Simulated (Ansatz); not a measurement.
# BaTiO3, a database entry at a rescaled volume

```
Ba Ti O
1.0
     3.96406    0.00000    0.00000
     0.00000    3.96406    0.00000
     0.00000    0.00000    7.96420
Ba Ti O
2 2 6
Direct
  0.00000 0.00000 0.00000
  0.00000 0.00000 0.50000
  0.50000 0.50000 0.25000
  0.50000 0.50000 0.75000
  0.50000 0.50000 0.00000
  0.50000 0.50000 0.50000
  0.50000 0.00000 0.25000
  0.50000 0.00000 0.75000
  0.00000 0.50000 0.25000
  0.00000 0.50000 0.75000
```

Method: r2SCAN, no spin polarisation; PAW, plane waves to 500 eV, 7×7×4 Γ-centred mesh, fermi-dirac occupations (width 0.1 eV) (Ansatz 0.2.0), atoms fixed.

What do density and ELF say about some of the short contacts?

Ti–O at 1.98 Å: least valence density 0.66 e/Å³ and ELF 0.19 there. Ba–O at 2.80 Å: least valence density 0.18 e/Å³ and ELF 0.08 there, a closed-shell (ionic or weak) contact. Both are smooth PAW fields, read partly inside the augmentation spheres.

Is the cell too large or too small?

The pressure is 3.4 GPa (compression positive), so with the atoms held at these fractions the cell would first expand.

How is the charge shared?

Bader charges in e: Ba +1.57, Ti +2.32, O -1.30. In the mean Ti gives up most and O takes most.

Is it stable against the elements?

-3.40 eV an atom against the elements' usual phases (free molecules for gases, crystals otherwise, with no correction for O₂ or N₂), so it is bound against them; other compounds may still compete. Relaxing would lower it.

What is the band gap?

The gap is 2.21 eV, indirect (the least direct gap found is 2.30 eV).

Which orbitals make up the band edges?

Within 0.7 eV of the edges, the states project mainly on O p (95 %) below the gap and on Ti d (91 %) above it.

Origin: a database entry at a rescaled volume.
